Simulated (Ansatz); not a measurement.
Simulated powder pattern, Cu Kα, λ = 1.54184 Å (kinematic, ideal powder, no thermal factors, no anomalous dispersion; the 30 strongest lines at most, above 1 %, up to 2θ = 90°):

```
2θ (°)  d (Å)  I/Imax (%)
------  -----  ----------
25.66   3.472         5.0
29.01   3.078         100
36.81   2.442          19
37.02   2.428          15
38.91   2.315          24
39.31   2.292          37
45.59   1.990          53
47.36   1.920          14
52.72   1.736         2.3
53.36   1.717          27
54.79   1.676         4.5
59.68   1.549          18
60.12   1.539         2.4
61.88   1.500          26
66.58   1.405         7.5
67.97   1.379          19
74.08   1.280         7.2
78.32   1.221         3.0
78.83   1.214         8.4
79.50   1.206          14
84.16   1.150          14
84.54   1.146         1.0
86.09   1.129         5.5
89.31   1.097         5.7
```

The pattern belongs to a structure relaxed with plane-wave PAW PBE (Ansatz code).

**Question.** Which of these materials gives this?
(A) TaGeO, P4/nmm (Ta on 2c, Ge on 2a, O on 2c)
(B) TaW, rock salt
(C) V3Ge, Fm-3m (Ge on 4a, V on 4b, V on 8c)
(D) Ga2O3, corundum

**Answer.** A, TaGeO, P4/nmm (Ta on 2c, Ge on 2a, O on 2c)

**Question.** Give the lattice parameters.

**Answer.** a = 3.434 Å, c = 6.945 Å.

The start of the workflow was typed in or built on a structure type; neither database checked (COD, Materials Project) lists it. Whether it is the stable phase at ambient conditions was not checked. Symmetry was held in the PBE relaxation; its stability against distortions is not shown here. No spin polarisation was allowed. The volume moved by -16 % from the start of the relaxation. Scalar-relativistic: spin–orbit coupling is off unless named, which matters more the heavier the elements.

Potentials: the earlier of the program's two PAW sets.
